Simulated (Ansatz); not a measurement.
Yb on an Eu site in Eu2CN2Cl2, calculated

All numbers are calculated (PBEsol+U (Eu 6 eV, Yb 6 eV), collinear spin, no spin-orbit coupling; Ansatz, PAW set soft_2, 420 eV, k-mesh 2×2×2 shifted by half a step), not measured. The host itself was relaxed with PBEsol+U (Eu 6 eV).

The relaxed host crystal (Kohn–Sham gap 2.95 eV):

```cif
data_structure
_symmetry_space_group_name_H-M 'P 1'
_symmetry_Int_Tables_number 1
_cell_length_a 5.2238
_cell_length_b 5.2238
_cell_length_c 7.1312
_cell_angle_alpha 97.742
_cell_angle_beta 97.742
_cell_angle_gamma 47.178
_cell_volume 141.18
loop_
_atom_site_label
_atom_site_type_symbol
_atom_site_fract_x
_atom_site_fract_y
_atom_site_fract_z
_atom_site_occupancy
Eu1 Eu 0.31820 0.31820 0.73103 1
Eu2 Eu 0.68180 0.68180 0.26897 1
C1 C 0.00000 0.00000 0.50000 1
N1 N 0.11662 0.11662 0.44559 1
N2 N 0.88338 0.88338 0.55441 1
Cl1 Cl 0.37134 0.37134 0.15027 1
Cl2 Cl 0.62866 0.62866 0.84973 1
```

Supercell of 21 atoms, rows of the matrix [[0,0,1],[2,-1,0],[-1,2,0]] times the cell vectors; Yb on an Eu site at (0.318, 0.318, 0.731) in fractions of the cell above. Atoms are relaxed at the host's cell, from a start shaken by 0.03 Å near the defect. The cell loses 1 of its 6 Eu, so this is a heavily doped crystal.

Distances from the Yb atom (Å), by shell of the perfect crystal:

| shell | perfect crystal | relaxed, charge 0 |
| --- | --- | --- |
| 3 N | 2.57 (2.56 to 2.59) | 2.47 (2.46 to 2.48) |
| 4 Cl | 2.97 | 2.93 (2.91 to 2.98) |
| 1 C | 3.24 | 3.17 |
| 2 C | 3.31 | 3.26 |

```tsv
charge	moment of the cell (μB)	moment on Yb (μB)	4f electrons on Yb	gap of the cell on the mesh (eV)	carriers
0	35.00	0.00	14.0	3.07	none in the bands
```

On this mesh the host's own supercell has a gap of 3.18 eV.

At charge 0 the moment on Yb would suit Yb2+, but the cell's moment of 35.0 μB shows that further unpaired electrons or holes are there (moments: 5 Eu of 6.77).

No formation energy is given, since the elements' reference energies were found without the U used here.

Caveats: open f or d shells may hold a state above the lowest; semilocal functionals make gaps too small, which shifts levels too; small supercell, so energies and levels can be off by tenths of an eV; one random start near the defect, so other minima are possible.
